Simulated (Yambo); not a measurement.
Material: LiC (space group Immm, No. 71) under isotropic strain of -1.5 % on all lattice vectors; a = 3.9403 Å, b = 3.9403 Å, c = 3.9403 Å, α = 126.93°, β = 106.14°, γ = 96.95° (4 atoms in the cell). The PBEsol cell relaxed from Materials Project entry mp-1378 was given an isotropic strain of -1.5 % on all lattice vectors, and the atoms were relaxed again.

With PBEsol (pw.x of Quantum ESPRESSO, ONCV potentials, without SOC), the gap between the mesh's edge points ((0.167, 0.167, 0.333) → Γ) is 3.100 eV.

**Question.** By how much does one-shot G0W0 (Yambo; 6×6×6 Γ-centred k mesh, bands 3 to 82 and a 8 Ry block in the screening, 82 bands in G with the Bruneval-Gonze terminator, plasmon pole fitted at 27.2 eV) open this gap, and what gap results?

**Answer.** The correction is 2.251 eV, giving 5.351 eV, 1.7 times the PBEsol value.  Convergence of the G0W0 settings was not tested.
